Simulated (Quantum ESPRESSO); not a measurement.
## Band energies of LiHF₂

```
CELL_PARAMETERS angstrom
      1.49426     0.86271     4.38926
     -1.49426     0.86271     4.38926
      0.00000    -1.72542     4.38926
ATOMIC_POSITIONS crystal
  H  0.50000 0.50000 0.50000
  Li 0.00000 0.00000 0.00000
  F  0.41347 0.41347 0.41347
  F  0.58653 0.58653 0.58653
```

PBEsol (pw.x of Quantum ESPRESSO, ONCV potentials, without SOC); path ΓLB1,BZΓX,QFP1Z,LP; energies in eV from the valence-band maximum.

```
k (1/Å)  point  band 5  band 6  band 7  band 8  band 9  band 10  band 11  band 12
-------  -----  ------  ------  ------  ------  ------  -------  -------  -------
0.00         Γ   -0.41   -0.41   -0.29   -0.20   -0.20     8.14    12.90    16.77
0.45             -1.12   -0.60   -0.51   -0.31   -0.29     9.05    13.82    16.40
0.90             -2.11   -1.20   -0.67   -0.53   -0.46    10.80    14.56    15.74
1.24         L   -2.40   -1.37   -0.71   -0.61   -0.52    11.58    13.73    16.13
1.35             -2.38   -1.36   -0.76   -0.65   -0.50    11.66    13.75    16.10
1.81             -2.12   -1.42   -1.31   -1.05   -0.46    13.15    14.27    15.04
2.05        B1   -1.93   -1.77   -1.48   -0.82   -0.52    13.91    14.21    14.58
2.05         B   -1.93   -1.77   -1.48   -0.82   -0.52    13.91    14.21    14.58
2.15             -1.87   -1.87   -1.47   -0.70   -0.55    13.37    14.51    14.68
2.59             -1.77   -1.71   -1.09   -0.53   -0.28    11.33    13.48    16.00
3.12             -1.77   -0.75   -0.64   -0.09   -0.02     9.37    12.23    15.96
3.34         Z   -1.77   -0.59   -0.59    0.00    0.00     9.13    12.07    15.92
3.58             -1.34   -0.56   -0.56   -0.04   -0.04     8.90    12.16    16.29
4.06         Γ   -0.41   -0.41   -0.29   -0.20   -0.20     8.14    12.90    16.77
4.44             -0.88   -0.72   -0.43   -0.28   -0.24     8.86    13.68    16.45
4.83             -1.63   -1.37   -0.73   -0.54   -0.32    10.52    15.42    15.53
5.22             -1.91   -1.75   -1.12   -0.91   -0.42    12.54    14.86    14.88
5.51         X   -2.03   -1.72   -1.17   -1.13   -0.46    13.95    14.15    14.75
5.51         Q   -2.03   -1.72   -1.17   -1.13   -0.46    13.95    14.15    14.75
5.62             -2.15   -1.60   -1.25   -1.09   -0.43    13.97    14.25    14.88
6.05             -2.46   -1.46   -1.17   -1.03   -0.15    13.58    13.99    14.08
6.16         F   -2.48   -1.47   -1.14   -1.03   -0.13    13.56    13.94    14.05
6.41        P1   -2.26   -1.78   -1.07   -0.77   -0.20    12.63    13.71    15.24
6.51             -2.21   -1.77   -1.06   -0.78   -0.19    12.33    13.81    15.33
6.88             -1.80   -1.56   -0.88   -0.59   -0.11    10.85    13.19    16.10
7.25             -1.76   -0.85   -0.66   -0.15   -0.02     9.52    12.33    15.99
7.53         Z   -1.77   -0.59   -0.59    0.00    0.00     9.13    12.07    15.92
7.53         L   -2.40   -1.37   -0.71   -0.61   -0.52    11.58    13.73    16.13
8.02         P   -2.26   -1.78   -1.07   -0.77   -0.20    12.63    13.71    15.24
```

The PBEsol gap is indirect, 8.14 eV, from Z to Γ; the smallest direct gap is 8.34 eV.

Geometry relaxed with PBE+D3(BJ).

The structure is a Materials Project entry; no match was found in the copy of COD used, and its stability was not checked.
